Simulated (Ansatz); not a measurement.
Ansatz input

```yaml
crystal:
  lattice:
    - [4.5098896493, 0.0, 0.0]
    - [0.0, 4.5098896493, 0.0]
    - [0.0, 0.0, 4.5098896493]
  atoms:
    - { symbol: Cr, position: [1.0, 0.0, 0.0] }
    - { symbol: Cr, position: [0.5, 0.5, 0.5] }
    - { symbol: Cr, position: [0.25, 1.0, 0.5] }
    - { symbol: Cr, position: [0.75, 1.0, 0.5] }
    - { symbol: Cr, position: [0.5, 0.25, 0.0] }
    - { symbol: Cr, position: [0.5, 0.75, 0.0] }
    - { symbol: Cr, position: [0.0, 0.5, 0.25] }
    - { symbol: Cr, position: [0.0, 0.5, 0.75] }
hamiltonian:
  xc: r2scan
  pseudopotentials:
    kind: paw
    azcp:
      Cr: "pseudopotentials/Cr.paw.azcp"
basis:
  ecutwfc: 500
  fft_grid_basis: typed
kpoints:
  mp_grid: { grid: [8, 8, 8], shift: [0, 0, 0] }
magnetization:
  spin_polarized: false
scf:
  occupations: { method: fermi_dirac, width: 0.1 }
```

Terminal output

```
Engine: ansatz 0.2.0, x86_64-unknown-linux-gnu
Pseudopotentials: kind: paw
Pseudopotential: Cr, paw, valence charge 14, recommended cutoff 500 eV (meta_gga) 
Functional definition: r2SCAN
  parameter k0 = 0.174
  parameter k1 = 0.065
  parameter a1 = 4.9479
  exchange = r2scan_x(k0 = k0, k1 = k1, a1 = a1)
  correlation = r2scan_c
Crystal: 8 atoms, lattice volume = 91.727 Å³
Basis set: ecut = 500 eV, 2325 PW (Γ), exchange–correlation on 144×144×144 points (64 copies of the dense FFT grid, shifted against one another)
Bands: 68, of which v1, the nominal top of the filled ones, is band 56 counted from 1 (55 counted from 0)
Symmetry: 48 space group operations
Space group: Pm-3n (ITA 223), of the structure as read, at distance tolerance 4.5e-5 Å
k-points: 35 of 512
Non-local potential: Cr, projectors of the file, l = 0: 3, l = 1: 2, l = 2: 3, l = 3: 1
PAW form: soft (Blöchl's): semilocal exchange-correlation on the pseudo side does not see the compensation charge
PAW frozen core: Cr, regenerated for the run's functional (the file was generated under x = pbe(κ = 0.804, μ = 0.2195149727645171), c = pbe(β = 0.06672455060314922))
PAW one-centre angular grid: Cr, 590 points (default); XC on 160 Gauss nodes
Initial density: superposition of atomic densities (neutral atoms: chi_scale 0, normalization atom), corrected by the library's trained network
Initial wavefunctions: pseudopotential atomic-orbital guess
Functional: x = r2scan, c = r2scan; τ floored in thin density (d = 2e-4 eV/Å³)
SCF iter   1: F=—  HF=-27058.988712 eV  |F-HF|=—  |Δ(HF+E_count)|=         —  Δρ=1.75e-2  dr2=2.09e-1  dr2_τ=7.29e-2  ethr=1.77e-3  ⟨swp⟩=4.7  Hψ=7622  notcnv=0
SCF iter   2: F=—  HF=-27058.942197 eV  |F-HF|=—  |Δ(HF+E_count)|=   4.65e-2  Δρ=1.03e-2  dr2=1.09e-1  dr2_τ=5.74e-3  ethr=1.86e-4  ⟨swp⟩=2.0  Hψ=4746  notcnv=0
SCF iter   3: F=—  HF=-27058.954252 eV  |F-HF|=—  |Δ(HF+E_count)|=   1.21e-2  Δρ=1.56e-2  dr2=2.76e-1  dr2_τ=7.59e-3  ethr=9.72e-5  ⟨swp⟩=2.1  Hψ=3566  notcnv=0  recentre
SCF iter   4: F=—  HF=-27058.939180 eV  |F-HF|=—  |Δ(HF+E_count)|=   1.51e-2  Δρ=2.57e-3  dr2=1.71e-3  dr2_τ=4.85e-4  ethr=9.72e-5  ⟨swp⟩=2.1  Hψ=3399  notcnv=0
SCF iter   5: F=—  HF=-27058.941655 eV  |F-HF|=—  |Δ(HF+E_count)|=   2.48e-3  Δρ=4.57e-4  dr2=1.08e-4  dr2_τ=8.22e-6  ethr=1.52e-6  ⟨swp⟩=2.0  Hψ=4378  notcnv=0
SCF iter   6: F=—  HF=-27058.941658 eV  |F-HF|=—  |Δ(HF+E_count)|=   2.65e-6  Δρ=1.49e-4  dr2=2.20e-5  dr2_τ=4.45e-7  ethr=9.60e-8  ⟨swp⟩=3.0  Hψ=5156  notcnv=0
SCF iter   7: F=—  HF=-27058.941653 eV  |F-HF|=—  |Δ(HF+E_count)|=   4.71e-6  Δρ=3.25e-5  dr2=7.00e-7  dr2_τ=2.63e-8  ethr=1.96e-8  ⟨swp⟩=2.0  Hψ=2887  notcnv=0
SCF iter   8: F=-27058.941653 eV  HF=-27058.941653 eV  |F-HF|=1.64e-8  |Δ(HF+E_count)|=   1.01e-9  Δρ=5.21e-6  dr2=2.74e-8  dr2_τ=8.70e-10  ethr=8.93e-11  ⟨swp⟩=3.0  Hψ=5221  notcnv=0
SCF 1 converged in 8 iterations: F = -27058.941653 eV  dr2 = 2.74e-8
SCF converged after 8 iterations
Free energy (F): -27058.941653 eV
Harris-Foulkes:  -27058.941653 eV  (|F-HF|=1.64e-8)
Internal energy: -27058.784182 eV  (E = F + TS)
E sigma→0 (E₀):  -27058.862917 eV
Entropy (-TS):   -0.157472 eV (-19.684 meV/atom)
Fermi energy:    19.361592 eV
--- Per-component energies (eV) ---
  E_band       = -1279.978859
  E_kinetic    = 2752.183478
  E_local      = -9395.928296  (includes V_loc(G=0)·N_el)
  E_nonlocal   = 629.662582
  E_hartree    = 4107.729060
  E_xc         = -1105.373468
  E_vxc        = -1608.708950  (∫ρ·V_xc dr)
  E_paw        = -9617.594547  (= ΣΔE_a)
  E_vpaw       = -1974.167239  (= ΣTr[D̂ρ^β])
  E_aug_tail   = 0.001666  (compensation charges beyond the density's cutoff)
  E_vtau       = 101.529048  (kinetic-family band-sum trace: ∫τ·v_τ [+ j·A + Jᵃ·Aᵃ] dr)
  E_ewald      = -14427.286039
  E_core_change = -2.178619  (= ΣΔE_core)
  E_smearing   = -0.157472  (= −TS)
  E_closure    = -0.000000  (closes the sum)
  Σ components = -27058.941653   (vs F -27058.941653, Δ=0.00e0)
```
